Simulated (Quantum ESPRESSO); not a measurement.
Inputs of pw.x and gipaw.x (a modified build of Quantum ESPRESSO, PBE) for BaTiO3; the starting potential comes from an earlier run on another mesh:

```
&CONTROL
  calculation = 'scf'
  prefix = 'x'
  pseudo_dir = './pseudo'
  outdir = './out'
  tprnfor = .true.
/
&SYSTEM
  ibrav = 0
  nat = 5
  ntyp = 3
  ecutwfc = 45
  ecutrho = 180
  occupations = 'fixed'
  nbnd = 20
/
&ELECTRONS
  conv_thr = 1e-11
  startingpot = 'file'
/
ATOMIC_SPECIES
Ba 137.327 Ba.GGA_PBE-JTH.UPF
Ti 47.867 Ti.GGA_PBE-JTH.UPF
O 15.999 O.GGA_PBE-JTH.UPF
CELL_PARAMETERS angstrom
    3.990380000000     0.000000000000     0.000000000000
    0.000000000000     3.990380000000     0.000000000000
    0.000000000000     0.000000000000     4.102660000000
ATOMIC_POSITIONS crystal
Ba     0.500000000000     0.500000000000     0.582540000000
Ti     0.000000000000     0.000000000000     0.100040000000
O      0.000000000000     0.500000000000     0.064220000000
O      0.500000000000     0.000000000000     0.064220000000
O      0.000000000000     0.000000000000     0.548970000000
K_POINTS automatic
7 7 6 1 1 1
```

```
&INPUTGIPAW
  job = 'nmr'
  prefix = 'x'
  tmp_dir = './out/'
  restart_mode = 'from_scratch'
  pawproj(1) = .true.
  pawproj(2) = .true.
  pawproj(3) = .true.
  use_nmr_macroscopic_shape = .false.
/
```

Geometry: a computed entry of the Materials Project; it was not checked against measured cells. It is BaTiO3 in P4mm. Stability against distortions was not tested. Forces on the atoms reach 0.12 eV/Å at this level. The run has no spin polarisation.

### Question
Predict the shielding tensors that the run ends with.

### Answer
```
     f-sum rule (should be   -35.9523):
           -35.9540          0.0000          0.0000
             0.0000        -35.9540          0.0000
             0.0000          0.0000        -35.9452

     Total NMR chemical shifts in ppm: ---------------------------------------
     (adopting the Simpson convention for anisotropy and asymmetry)-----------

     Atom  1  Ba  pos: (  0.500000  0.500000  0.598931)  Total sigma:        4824.28
          4828.3302         -0.0000         -0.0000
            -0.0000       4828.3302         -0.0000
            -0.0000         -0.0000       4816.1875

     Ba      1    anisotropy:    -12.14    eta:    0.0000
     Ba      1    sigma_11=   4828.33
     Ba      1    sigma_22=   4828.33
     Ba      1    sigma_33=   4816.19

     Atom  2  Ti  pos: (  0.000000  0.000000  0.102855)  Total sigma:        -367.35
          -392.6881         -0.0000          0.0000
            -0.0000       -392.6881          0.0000
            -0.0000         -0.0000       -316.6649

     Ti      2    anisotropy:     76.02    eta:    0.0000
     Ti      2    sigma_11=   -392.69
     Ti      2    sigma_22=   -392.69
     Ti      2    sigma_33=   -316.66

     Atom  3  O   pos: (  0.000000  0.500000  0.066027)  Total sigma:        -332.32
          -458.1784          0.0000         -0.0000
             0.0000        -20.8554          0.0000
             0.0000          0.0000       -517.9260

     O       3    anisotropy:    467.20    eta:    0.1918
     O       3    sigma_11=   -458.18
     O       3    sigma_22=   -517.93
     O       3    sigma_33=    -20.86

     Atom  4  O   pos: (  0.500000  0.000000  0.066027)  Total sigma:        -332.32
           -20.8554          0.0000          0.0000
             0.0000       -458.1784         -0.0000
            -0.0000          0.0000       -517.9260

     O       4    anisotropy:    467.20    eta:    0.1918
     O       4    sigma_11=   -458.18
     O       4    sigma_22=   -517.93
     O       4    sigma_33=    -20.86

     Atom  5  O   pos: (  0.000000  0.000000  0.564417)  Total sigma:        -382.09
          -571.0761          0.0000         -0.0000
             0.0000       -571.0761          0.0000
             0.0000          0.0000         -4.1103

     O       5    anisotropy:    566.97    eta:    0.0000
     O       5    sigma_11=   -571.08
     O       5    sigma_22=   -571.08
     O       5    sigma_33=     -4.11
```
The printed anisotropy is 3/2 (σ_33 − σ_iso) in the program's own order; the axes are left out here. Anisotropies that symmetry doesn't fix are less certain than the isotropic values. Shieldings are absolute and leave out the bulk-susceptibility term; a larger σ means a smaller chemical shift. In our sweeps, cutoffs and meshes of this size left a few ppm, and up to some 20 ppm on atoms from Zn on. Spin–orbit coupling is left out; its weight grows with the heaviest atom, Ba here.
